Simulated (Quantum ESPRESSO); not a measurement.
## SiInHfO5F (finding a planted mistake in a log)

Computed values, not a measurement. The program is pw.x of Quantum ESPRESSO 7.5 (plane-wave density functional theory). The cell is made up: 9 atoms on a corundum lattice with one site empty, with randomly drawn elements, strain and displacements, not relaxed. PseudoDojo standard norm-conserving files (v0.5 for PBE, v0.4.1 for LDA and PBEsol) set the functional; there is no spin polarisation, spin-orbit coupling or dispersion term, and the masses in the input are unused placeholders.

The hafnium pseudopotential is less sure than the others, with forces about 3 percent (worst 6) and pressure in oxides about 1.5 GPa (worst 2.7) from a second method in checks, which no rerun with the same files tests.

Intended input:

```
&control calculation='scf', pseudo_dir='./dojo.nc.sr.pbe.v0_5.standard.upf', outdir='./o', disk_io='medium', tprnfor=.true., tstress=.true. /
&system ibrav=0, nat=9, ntyp=5, nbnd=39, ecutwfc=84.00895049, nosym=.true., tot_charge=0,
 occupations='smearing', smearing='fd', degauss=0.0018374661
/
&electrons conv_thr=7.350e-09, electron_maxstep=60, /
ATOMIC_SPECIES
F 1.0 F.upf
Hf 1.0 Hf.upf
In 1.0 In.upf
O 1.0 O.upf
Si 1.0 Si.upf
CELL_PARAMETERS angstrom
2.5521 1.4734 4.5608
-2.5521 1.4734 4.5608
0.0 -2.9469 4.5608
ATOMIC_POSITIONS angstrom
Si -0.0195 0.0361 2.0213
In 0.0588 -0.0105 8.8672
Hf 0.0322 0.0554 11.6427
O -0.9982 1.487 7.9587
O -0.7867 -1.582 7.9996
O 1.7719 0.1 7.9773
O 0.9819 -1.4558 5.7043
O 0.7816 1.5926 5.7206
F -1.7624 -0.1389 5.694
K_POINTS automatic
5 5 5 1 1 1
```

The log is shortened where brackets say so; the opening notice, blank lines, dates and the lines on written files are dropped, and the path of the files is cut. It prints rydbergs, bohrs and kilobars, and counts compression as positive stress.

Log of the intended run:

```
     Program PWSCF v.7.5
     Parallel version (MPI & OpenMP), running on       1 processor cores
     Number of MPI processes:                 1
     Threads/MPI process:                     1
     [start-up lines left out]
     bravais-lattice index     =            0
     lattice parameter (alat)  =      10.2612  a.u.
     unit-cell volume          =     694.4117 (a.u.)^3
     number of atoms/cell      =            9
     number of atomic types    =            5
     number of electrons       =        66.00
     number of Kohn-Sham states=           39
     kinetic-energy cutoff     =      84.0090  Ry
     charge density cutoff     =     336.0358  Ry
     scf convergence threshold =      7.3E-09
     mixing beta               =       0.7000
     number of iterations used =            8  plain     mixing
     Exchange-correlation= PBE
                           (   1   4   3   4   0   0   0)
     [axes and pseudopotential details left out]
   Cartesian axes
     site n.     atom                  positions (alat units)
         1        Si     tau(   1) = (  -0.0035912   0.0066482   0.3722460  )
         2        In     tau(   2) = (   0.0108287  -0.0019337   1.6329986  )
         3        Hf     tau(   3) = (   0.0059300   0.0102026   2.1441393  )
         4        O      tau(   4) = (  -0.1838302   0.2738484   1.4656877  )
         5        O      tau(   5) = (  -0.1448800  -0.2913438   1.4732199  )
         6        O      tau(   6) = (   0.3263161   0.0184162   1.4691131  )
         7        O      tau(   7) = (   0.1808284  -0.2681026   1.0505135  )
         8        O      tau(   8) = (   0.1439408   0.2932959   1.0535154  )
         9        F      tau(   9) = (  -0.3245666  -0.0255801   1.0486167  )
     number of k points=    63  Fermi-Dirac smearing, width (Ry)=  0.0018
                       cart. coord. in units 2pi/alat
        k(    1) = (   0.0000000   0.0000000   0.1190583), wk =   0.0320000
        k(    2) = (   0.0000000  -0.2456852   0.1984287), wk =   0.0320000
     [further k points left out]
     Dense  grid:    72111 G-vectors     FFT dimensions: (  60,  60,  60)
     Estimated max dynamical RAM per process >     118.62 MB
     Initial potential from superposition of free atoms
     starting charge      65.9936, renormalised to      66.0000
     Starting wfcs are   47 randomized atomic wfcs
     total cpu time spent up to now is       12.3 secs
     per-process dynamical memory:    66.7 Mb
     Self-consistent Calculation
     iteration #  1     ecut=    84.01 Ry     beta= 0.70
     Davidson diagonalization with overlap
     ethr =  1.00E-02,  avg # of iterations =  2.0
     total cpu time spent up to now is       42.9 secs
     total energy              =    -468.01492296 Ry
     estimated scf accuracy    <       2.47581827 Ry
     iteration #  2     ecut=    84.01 Ry     beta= 0.70
     Davidson diagonalization with overlap
     ethr =  3.75E-03,  avg # of iterations =  3.0
     total cpu time spent up to now is       77.6 secs
     total energy              =    -468.27676891 Ry
     estimated scf accuracy    <       4.48224591 Ry
     [iterations 3 to 11 left out]
     iteration # 12     ecut=    84.01 Ry     beta= 0.70
     Davidson diagonalization with overlap
     ethr =  2.97E-10,  avg # of iterations =  2.3
     total cpu time spent up to now is      347.8 secs
     total energy              =    -469.19569220 Ry
     estimated scf accuracy    <       0.00000002 Ry
     iteration # 13     ecut=    84.01 Ry     beta= 0.70
     Davidson diagonalization with overlap
     ethr =  2.48E-11,  avg # of iterations =  3.7
     total cpu time spent up to now is      376.3 secs
     End of self-consistent calculation
     [lines on levels left out]
!    total energy              =    -469.19569220 Ry
     estimated scf accuracy    <          3.6E-09 Ry
     smearing contrib. (-TS)   =      -0.00000000 Ry
     internal energy E=F+TS    =    -469.19569220 Ry
     The total energy is F=E-TS. E is the sum of the following terms:
     one-electron contribution =    -136.03036892 Ry
     hartree contribution      =     112.89696685 Ry
     xc contribution           =    -125.17980730 Ry
     ewald contribution        =    -320.88248283 Ry
     convergence has been achieved in  13 iterations
     Forces acting on atoms (cartesian axes, Ry/au):
     atom    1 type  5   force =    -0.02403347    0.12763039    0.09552055
     atom    2 type  3   force =    -0.08656275   -0.02441963   -0.08655075
     atom    3 type  2   force =    -0.05985307   -0.12019898    0.13906516
     atom    4 type  4   force =    -0.06451325    0.03577039   -0.10063594
     atom    5 type  4   force =     0.00076812   -0.11107410   -0.10921384
     atom    6 type  4   force =     0.11661811    0.09520033   -0.11518052
     atom    7 type  4   force =    -0.08276102   -0.12211790    0.06725866
     atom    8 type  4   force =     0.17850989   -0.03367397    0.07913160
     atom    9 type  1   force =     0.02182744    0.15288347    0.03060507
     Total force =     0.495014     Total SCF correction =     0.000149
     Computing stress (Cartesian axis) and pressure
          total   stress  (Ry/bohr**3)                   (kbar)     P=      129.02
   0.00031322  -0.00018132  -0.00020136           46.08      -26.67      -29.62
  -0.00018132   0.00096692   0.00038174          -26.67      142.24       56.16
  -0.00020136   0.00038174   0.00135109          -29.62       56.16      198.75
     init_run     :     11.49s CPU     12.22s WALL (       1 calls)
     electrons    :    336.52s CPU    363.98s WALL (       1 calls)
     forces       :      5.34s CPU      5.37s WALL (       1 calls)
     stress       :     19.25s CPU     19.34s WALL (       1 calls)
     [timing details left out]
     PWSCF        :   6m12.82s CPU   6m41.86s WALL
     JOB DONE.
```

A second run was made from an input with one planted mistake. Its log:

```
     Program PWSCF v.7.5
     Parallel version (MPI & OpenMP), running on       1 processor cores
     Number of MPI processes:                 1
     Threads/MPI process:                     1
     [start-up lines left out]
     bravais-lattice index     =            0
     lattice parameter (alat)  =      10.2612  a.u.
     unit-cell volume          =     694.4117 (a.u.)^3
     number of atoms/cell      =            9
     number of atomic types    =            5
     number of electrons       =        66.00
     number of Kohn-Sham states=           39
     kinetic-energy cutoff     =      84.0090  Ry
     charge density cutoff     =     336.0358  Ry
     scf convergence threshold =      7.3E-09
     mixing beta               =       0.7000
     number of iterations used =            8  plain     mixing
     Exchange-correlation= PBE
                           (   1   4   3   4   0   0   0)
     [axes and pseudopotential details left out]
   Cartesian axes
     site n.     atom                  positions (alat units)
         1        Si     tau(   1) = (  -0.0035912   0.0066482   0.3722460  )
         2        In     tau(   2) = (   0.0108287  -0.0019337   1.6329986  )
         3        Hf     tau(   3) = (   0.0059300   0.0102026   2.1441393  )
         4        O      tau(   4) = (  -0.1838302   0.2738484   1.4656877  )
         5        O      tau(   5) = (  -0.1448800  -0.2913438   1.4732199  )
         6        O      tau(   6) = (   0.3263161   0.0184162   1.4691131  )
         7        O      tau(   7) = (   0.1808284  -0.2681026   1.0505135  )
         8        O      tau(   8) = (   0.1439408   0.2932959   1.0535154  )
         9        F      tau(   9) = (  -0.3245666  -0.0255801   1.0486167  )
     number of k points=     4  Fermi-Dirac smearing, width (Ry)=  0.0018
                       cart. coord. in units 2pi/alat
        k(    1) = (   0.0000000   0.0000000   0.2976457), wk =   0.5000000
        k(    2) = (   0.0000000   0.6142129   0.0992197), wk =   0.5000000
     [further k points left out]
     Dense  grid:    72111 G-vectors     FFT dimensions: (  60,  60,  60)
     Estimated max dynamical RAM per process >     118.62 MB
     Initial potential from superposition of free atoms
     starting charge      65.9936, renormalised to      66.0000
     Starting wfcs are   47 randomized atomic wfcs
     total cpu time spent up to now is        2.0 secs
     per-process dynamical memory:    64.6 Mb
     Self-consistent Calculation
     iteration #  1     ecut=    84.01 Ry     beta= 0.70
     Davidson diagonalization with overlap
     ethr =  1.00E-02,  avg # of iterations =  2.0
     total cpu time spent up to now is        4.0 secs
     total energy              =    -468.01454058 Ry
     estimated scf accuracy    <       2.47675159 Ry
     iteration #  2     ecut=    84.01 Ry     beta= 0.70
     Davidson diagonalization with overlap
     ethr =  3.75E-03,  avg # of iterations =  3.0
     total cpu time spent up to now is        5.8 secs
     total energy              =    -468.29001019 Ry
     estimated scf accuracy    <       4.42244024 Ry
     [iterations 3 to 11 left out]
     iteration # 12     ecut=    84.01 Ry     beta= 0.70
     Davidson diagonalization with overlap
     ethr =  2.71E-10,  avg # of iterations =  2.2
     total cpu time spent up to now is       24.8 secs
     total energy              =    -469.19513053 Ry
     estimated scf accuracy    <       0.00000002 Ry
     iteration # 13     ecut=    84.01 Ry     beta= 0.70
     Davidson diagonalization with overlap
     ethr =  2.30E-11,  avg # of iterations =  3.8
     total cpu time spent up to now is       26.3 secs
     End of self-consistent calculation
     [lines on levels left out]
!    total energy              =    -469.19513053 Ry
     estimated scf accuracy    <          3.2E-09 Ry
     smearing contrib. (-TS)   =      -0.00000000 Ry
     internal energy E=F+TS    =    -469.19513053 Ry
     The total energy is F=E-TS. E is the sum of the following terms:
     one-electron contribution =    -136.03767076 Ry
     hartree contribution      =     112.90614154 Ry
     xc contribution           =    -125.18111848 Ry
     ewald contribution        =    -320.88248283 Ry
     convergence has been achieved in  13 iterations
     Forces acting on atoms (cartesian axes, Ry/au):
     atom    1 type  5   force =    -0.02439024    0.12770555    0.09601982
     atom    2 type  3   force =    -0.08669228   -0.02461024   -0.08683844
     atom    3 type  2   force =    -0.06008758   -0.12035719    0.14037221
     atom    4 type  4   force =    -0.06547799    0.03469964   -0.09997294
     atom    5 type  4   force =     0.00203726   -0.11139030   -0.10885670
     atom    6 type  4   force =     0.11615769    0.09664702   -0.11470123
     atom    7 type  4   force =    -0.08208800   -0.12361606    0.06564599
     atom    8 type  4   force =     0.17944915   -0.03258964    0.07821610
     atom    9 type  1   force =     0.02109199    0.15351123    0.03011517
     Total force =     0.495935     Total SCF correction =     0.000131
     Computing stress (Cartesian axis) and pressure
          total   stress  (Ry/bohr**3)                   (kbar)     P=      129.19
   0.00031304  -0.00018417  -0.00020129           46.05      -27.09      -29.61
  -0.00018417   0.00097518   0.00038131          -27.09      143.45       56.09
  -0.00020129   0.00038131   0.00134641          -29.61       56.09      198.06
     init_run     :      1.83s CPU      1.93s WALL (       1 calls)
     electrons    :     21.88s CPU     24.27s WALL (       1 calls)
     forces       :      0.36s CPU      0.38s WALL (       1 calls)
     stress       :      1.34s CPU      1.40s WALL (       1 calls)
     [timing details left out]
     PWSCF        :     25.52s CPU     28.11s WALL
     JOB DONE.
```

Question: what was wrong in the second input?

Answer: the k-point mesh is too coarse. The input lines that differ, file-writing options aside:

```
- 5 5 5 1 1 1
+ 2 2 2 1 1 1
```

```
                                            intended run  run with the mistake
                          free energy (eV)     -6383.733             -6383.725
                    smearing term -TS (eV)        0.0000                0.0000
                            pressure (GPa)         12.90                 12.92
            largest force component (eV/Å)         4.590                 4.614
largest change of a force component (eV/Å)                               0.041
                                iterations            13                    13
```

For scale, a rerun of the intended cell at 1437 eV and a 7 x 7 x 7 mesh moved values by no more than 0.003 eV in energy, 0.04 GPa in stress and 0.002 eV/Å in force.